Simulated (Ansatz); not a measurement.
Sn (beta-Sn type, space group I4_1/amd)

```yaml
crystal:
  lattice:
    - [-2.94311, 2.94311, 1.59186]
    - [2.94311, -2.94311, 1.59186]
    - [2.94311, 2.94311, -1.59186]
  atoms:
    - { symbol: Sn, position: [0.75000, 0.25000, 0.50000] }
    - { symbol: Sn, position: [0.00000, 0.00000, 0.00000] }
```

The slice is a (-1 1 0) plane (indices of the conventional cell) through the point (0.000, 0.000, 0.000) (fractional), spanned by u = [110] and v = [112] in vectors of this cell: u (3.18 Å) and v (8.32 Å, at 90° to u). It covers one period; positions are fractions (u, v).

Computed with r2SCAN (plane waves to 500 eV, PAW, scalar-relativistic; Ansatz, an electronic-structure program). k mesh 17×17×17. Near the nuclei the fields are pseudised (PAW); where an atom keeps semicore shells as valence, they peak there. Sn was relaxed with its symmetry unable to fall.

Question: Sketch the valence electron density on this plane as a map.

Answer: 
```
|8877442222224477|
|5544331111113344|
|2222110000001122|
|1100000000000000|
|0000000000000000|
|0000000011000000|
|0000112222221100|
|1111334455443311|
|2222447788774422|
|2233558899885533|
|2222447788774422|
|1111334455443311|
|0000112222221100|
|0000000011000000|
|0000000000000000|
|1100000000000000|
|2222110000001122|
|5544331111113344|
|8877442222224477|
|9988553322335588|
```
Scale: ten equal steps from -1.31 (start of '0') to 1.22 (end of '9'), in the order '0123456789'. Values: log₁₀ of the valence density in e/Å³. The map has 8 points along u (two characters each, u = 0 at the left) and 20 along v (v = 0 in the bottom row). The scale is logarithmic, as a density can span decades between atoms and voids.
